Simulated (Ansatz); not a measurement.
Relaxed-ion elastic tensor of KCr3O8 in space group C2/m (No. 12; Pearson symbol mS24) in GPa (Voigt order), PBEsol (plane waves, PAW; program Ansatz); density 3.02 g/cm³, 14.78 Å³ per atom.

|  | 1 | 2 | 3 | 4 | 5 | 6 |
|---|---|---|---|---|---|---|
| 1 | 51.3 | 27.8 | 10.3 | 0.0 | -7.4 | 0.0 |
| 2 | 27.8 | 134 | 24.2 | 0.0 | -5.0 | 0.0 |
| 3 | 10.3 | 24.2 | 40.3 | 0.0 | -2.4 | 0.0 |
| 4 | 0.0 | 0.0 | 0.0 | 18.2 | 0.0 | -0.8 |
| 5 | -7.4 | -5.0 | -2.4 | 0.0 | 12.4 | 0.0 |
| 6 | 0.0 | 0.0 | 0.0 | -0.8 | 0.0 | 26.5 |

Q: Is the crystal mechanically stable?

A: Yes: the smallest eigenvalue of C is 11.0 GPa.

Q: Work out the Voigt, Reuss and Hill averages.

A: K_V = 38.9, K_R = 25.9, K_H = 32.4; G_V = 22.3, G_R = 17.9, G_H = 20.1 GPa.

Q: Give Young's modulus, Poisson's ratio, Pugh's ratio and the universal anisotropy index.

A: E = 9KG/(3K + G) = 50.0 GPa; ν = 0.24; K/G = 1.61 (brittle by the Pugh limit of 1.75); A_U = 5G_V/G_R + K_V/K_R − 6 = 1.72.

Q: Estimate the sound speeds and the Debye temperature.

A: v_l = √((K + 4G/3)/ρ) = 4420 m/s, v_t = √(G/ρ) = 2580 m/s, mean 2860 m/s; Θ = (h/k)(3n/4πV)^(1/3) v_m = 347 K.

The first step of the workflow began from a Materials Project structure, measured or hypothetical; the Crystallography Open Database files this formula in space group No. 12, but the cells were not matched. Whether it is the stable phase at ambient conditions was not checked. The PBEsol relaxation kept the symmetry of its start; of distortions, only those at the zone centre were tested. Spin order of the final state: ferromagnetic, chosen from 2 collinear starts compared on coarse meshes (ties went to the first, and starts can fall back to one state), not a proven ground state. No Hubbard U is applied.

Potentials: the earlier of the program's two PAW sets.
